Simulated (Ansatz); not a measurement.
Os (fcc, Cu type)

Space group Fm-3m (No. 225); a = b = c = 3.8205 Å, α = β = γ = 90.00°

| atom | site | symmetry | x | y | z |
|---|---|---|---|---|---|
| Os | 4a | m-3m | 0.0000 | 0.0000 | 0.0000 |
(The calculation used a cell of 1 atom; values per cell refer to that cell.)

The relaxed cell is deformed in two ways at once: its volume V is scaled, and at that volume it is stretched along z (the c axis of the conventional cell) so that c/a changes. Fractional atomic positions are held.

These are PBEsol (plane waves to 420 eV, PAW, scalar-relativistic; Ansatz, a quantum-chemistry and plane-wave program) values and carry that method's errors. k mesh 21×21×21 (Γ-centred), Fermi-Dirac smearing 0.05 eV. The energy includes the smearing's −TS. With partly filled bands, the response to shear is sensitive to the k mesh, so small differences along c/a are uncertain. Os is run without spin polarisation. Os was relaxed with its symmetry unable to fall. Spin-orbit coupling is left out, though Os is heavy. This is one of several known forms of Os; the measured ambient cells at hand have space group No. 194. ΔE is measured from the relaxed starting cell.

**Question.** Predict the ΔE (meV/atom) at all points of the grid V/V₀ = 0.960, 0.980, 1.000, 1.020, 1.040 by (c/a)/(c/a)₀ = 0.920, 0.960, 1.000, 1.040, 1.080.

**Answer.** ΔE (meV/atom), with V/V₀ across and (c/a)/(c/a)₀ down:

```
(c/a)/(c/a)₀ \ V/V₀  0.960  0.980  1.000  1.020  1.040
-------------------  -----  -----  -----  -----  -----
0.920                  110     84     74     78     97
0.960                   50     25     17     23     43
1.000                   32      8      0      7     27
1.040                   48     23     15     21     41
1.080                   99     72     62     67     86
```

(A scan under strain: stresses follow from slopes of the energy per volume, elastic moduli from its curvatures.)
